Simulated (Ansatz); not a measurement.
# Au: a vibration from a frozen displacement

The calculation used DFT PBEsol, scalar-relativistic, plane waves, PAW in Ansatz. Settings: plane waves to 420 eV, k-mesh 10×10×10 (Γ-centred), Gaussian smearing 0.15 eV. Spin–orbit coupling is left out, which matters for the heavy elements here. No spin polarisation. Energies are free energies at this smearing, counted from the undisturbed cell; pressure is positive in compression.

The undisturbed cell (as given, not relaxed at this level; it stands at -9.4 GPa; this bcc form isn't the usual structure):

```xyz
8
Lattice="-3.3145 3.3145 -3.3145 3.3145 -3.3145 -3.3145 -3.3145 -3.3145 3.3145" Properties=species:S:1:pos:R:3 pbc="T T T"
Au   -1.6573   -1.6573   -1.6573
Au    0.0000    0.0000   -3.3145
Au    0.0000   -3.3145    0.0000
Au    1.6573   -1.6573   -1.6573
Au   -3.3145    0.0000    0.0000
Au   -1.6573    1.6573   -1.6573
Au   -1.6573   -1.6573    1.6573
Au    0.0000    0.0000    0.0000
```

Atom 1 (Au) is moved by x along the Cartesian unit vector (0.577, 0.577, -0.577); the cell and all other atoms stay fixed. The cell's volume is 145.66 Å³; the moved atoms weigh 196.967 u together and the others 1378.766 u. Some rows repeat others by symmetry and weren't run.

```
  x (Å)  ΔE (meV/cell) total force on the moved atoms along the move (eV/Å) pressure (GPa)
-0.4500         706.50                                                4.0816         -5.4578
-0.4050         540.33                                                3.3266         -6.2952
-0.3600         405.23                                                2.6965         -7.0112
-0.3150         296.12                                                2.1684         -7.6176
-0.2700         208.83                                                1.7232         -8.1244
-0.2250         140.04                                                1.3442         -8.5399
-0.1800          87.07                                                1.0172         -8.8709
-0.1350          47.88                                                0.7301         -9.1229
-0.0900          20.94                                                0.4713         -9.2999
 0.0000           0.00                                                0.0000         -9.4397
 0.0900          20.94                                               -0.4713         -9.2999
 0.1350          47.88                                               -0.7301         -9.1229
 0.1800          87.07                                               -1.0172         -8.8709
 0.2250         140.04                                               -1.3442         -8.5399
 0.2700         208.83                                               -1.7232         -8.1244
 0.3150         296.12                                               -2.1684         -7.6176
 0.3600         405.23                                               -2.6965         -7.0112
 0.4050         540.33                                               -3.3266         -6.2952
 0.4500         706.50                                               -4.0816         -5.4578
```

Question: What frequency belongs to this motion?

Answer: The force constant is k = −dF/dx = 5.237 eV/Å², from the parabola through x = -0.0900, 0 and 0.0900. In every cell the moved atoms swing against the rest, so the mass is μ = m₁m₂/(m₁ + m₂) = 172.346 u, and ν̃ = 521.5 cm⁻¹ × √(|k|/μ) = 91 cm⁻¹, at this cell's pressure of -9.4 GPa. The pattern needn't be a normal mode: ν̃² is then a weighted mean of the squared nonzero frequencies at the zone centre of this cell, so it lies between the lowest and the highest of them.

Question: How far does the harmonic law reach?

Answer: At x = -0.450 Å, kx²/2 = 530.20 meV against the computed 706.50 meV (+33.3 %): the well stiffens in this direction at large amplitude.

Question: The pressure changes with x². What does that say about the frequency under compression?

Answer: With E = k(V)x²/2, k ∝ V^(−2γ) and x scaling with the cell as V^(1/3), P − P0 = −∂E/∂V = (2γ − 2/3) ΔE/V. At x = 0.1350 Å, V(P − P0) = 145.66 × 0.31687 / 160.2 eV = 288.07 meV and ΔE = 47.88 meV, so γ = 1/3 + V(P − P0)/(2ΔE) = 3.34. This is the Grüneisen parameter of the motion under uniform scaling of the cell: shrinking the cell evenly by 1 % in volume raises the frequency by about 3.34 %.

In a metal these slopes depend on the k mesh and the smearing.